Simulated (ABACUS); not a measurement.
Input and output of a self-consistent single point for CdSe (F-43m, 8 atoms in the cell; from Materials Project mp-2691, changed as shown) (ABACUS).

Computed with PBE, numerical atomic orbitals DZP (confined pseudo-atomic orbitals with Gaussian additions; energy shift 0.01 Ry), PseudoDojo 0.5 standard norm-conserving PBE (tails mended) pseudopotentials run with ABACUS.

The change in words: lattice scaled by 1.02. Reference geometry (F-43m):
```
CdSe
1.0
    6.14054     0.00000     0.00000
    0.00000     6.14054     0.00000
    0.00000     0.00000     6.14054
Cd Se
4 4
Direct
  0.00000   0.00000   0.00000
  0.00000   0.50000   0.50000
  0.50000   0.00000   0.50000
  0.50000   0.50000   0.00000
  0.25000   0.25000   0.25000
  0.25000   0.75000   0.75000
  0.75000   0.25000   0.75000
  0.75000   0.75000   0.25000
```

Reference input (self-consistent single point, DFT, PBE, numerical atomic orbitals DZP (confined pseudo-atomic orbitals with Gaussian additions; energy shift 0.01 Ry), PseudoDojo 0.5 standard norm-conserving PBE (tails mended) pseudopotentials): basis = DZP numerical atomic orbitals, energy shift 0.01 Ry; KPT = Gamma 4 4 4 0 0 0; basis_type = lcao; dft_functional = PBE; ecutwfc = 100 Ry; smearing_method = fd; smearing_sigma = 0.00367493 Ry; potentials = PseudoDojo 0.5 standard norm-conserving PBE (tails mended); symmetry = 1; symmetry_prec = 1e-05; ks_solver = scalapack_gvx; scf_nmax = 100. This run's input differs from it in these lines:

```diff
@@ -34,5 +34,5 @@
 LATTICE_VECTORS
-   6.1405400000    0.0000000000    0.0000000000
-   0.0000000000    6.1405400000    0.0000000000
-   0.0000000000    0.0000000000    6.1405400000
+   6.2633510000    0.0000000000    0.0000000000
+   0.0000000000    6.2633510000    0.0000000000
+   0.0000000000    0.0000000000    6.2633510000
 
@@ -45,5 +45,5 @@
    0.0000000000    0.0000000000    0.0000000000
-   0.0000000000    3.0702700000    3.0702700000
-   3.0702700000    0.0000000000    3.0702700000
-   3.0702700000    3.0702700000    0.0000000000
+   0.0000000000    3.1316755000    3.1316755000
+   3.1316755000    0.0000000000    3.1316755000
+   3.1316755000    3.1316755000    0.0000000000
 
@@ -52,6 +52,6 @@
 4
-   1.5351350000    1.5351350000    1.5351350000
-   1.5351350000    4.6054050000    4.6054050000
-   4.6054050000    1.5351350000    4.6054050000
-   4.6054050000    4.6054050000    1.5351350000
+   1.5658377500    1.5658377500    1.5658377500
+   1.5658377500    4.6975132500    4.6975132500
+   4.6975132500    1.5658377500    4.6975132500
+   4.6975132500    4.6975132500    1.5658377500
 # file: KPT
```

Log, with long lists cut:

```
 SELF-CONSISTENT
 -------------------------------------------

                  longest orb rcut (Bohr) = 7
   longest nonlocal projector rcut (Bohr) = 1.94
                     search radius (Bohr) = 17.9

                          real space grid = [ 75, 75, 75 ]
                                 init_chg = atomic

 LCAO ALGORITHM --------------- ION=   1  ELEC=   1--------------------------------

 Density error is 0.035176298973
 E_KohnSham     -2372.6529714012     -32281.5997876870
 E_Fermi        0.4854465967         6.6048397894

 LCAO ALGORITHM --------------- ION=   1  ELEC=   2--------------------------------

   [... lines left out ...]

   [... 5 blocks of this kind left out ...]

 LCAO ALGORITHM --------------- ION=   1  ELEC=   8--------------------------------

 Density error is 3.18959876635e-07
 E_KohnSham     -2372.7595672590     -32283.0500987364
 E_Fermi        0.5072427784         6.9013920553

 LCAO ALGORITHM --------------- ION=   1  ELEC=   9--------------------------------

 Density error is 1.86289989396e-08
 E_KohnSham     -2372.7595672589     -32283.0500987353
 E_KS(sigma->0) -2372.7595602233     -32283.0500030110
 E_entropy(-TS) -0.0000140712        -0.0001914485
 E_Fermi        0.5072428905         6.9013935806
 charge density convergence is achieved
 final etot is -32283.050099 eV
 EFERMI = 6.9013935806 eV

 STATE ENERGY(eV) AND OCCUPATIONS    NSPIN == 1
   [... 84 lines left out ...]

 TOTAL-FORCE (eV/Angstrom)
                       Cd1         0.0000000000         0.0000000000         0.0000000000
                       Cd2         0.0000000000         0.0000000000         0.0000000000
                       Cd3         0.0000000000         0.0000000000         0.0000000000
                       Cd4         0.0000000000         0.0000000000         0.0000000000
                       Se1         0.0003760815         0.0003760815         0.0003760815
                       Se2         0.0003760815        -0.0003760815        -0.0003760815
                       Se3        -0.0003760815         0.0003760815        -0.0003760815
   [... lines left out ...]

 TOTAL-STRESS (KBAR)
       -19.7069387188         0.0000000000        -0.0000000000
        -0.0000000000       -19.7069387188         0.0000000000
        -0.0000000000         0.0000000000       -19.7069387188
 TOTAL-PRESSURE: -19.706939 KBAR

 --------------------------------------------
 !FINAL_ETOT_IS -32283.0500987352679658 eV
 --------------------------------------------
```

The run converged in 9 iterations. Against the reference run the free energy goes up by 6.6 meV/atom, the pressure goes from 0.93 to -1.97 GPa and the gap on the mesh goes from 0.696 to 0.533 eV.

The atom-centred basis is finite, which shifts total energies, pressures and gaps against plane waves. The structure comes from a collection of computed structures, made at another level of theory; the collection holds predicted forms beside known ones.

Cost on one core: very roughly 17 core-seconds.

The atomic orbitals were generated for these runs; they are not ABACUS's published sets and were checked against plane waves on a few crystals only.

“Tails mended”: in these copies of the files the far tail of each local potential was reset to the Coulomb form.
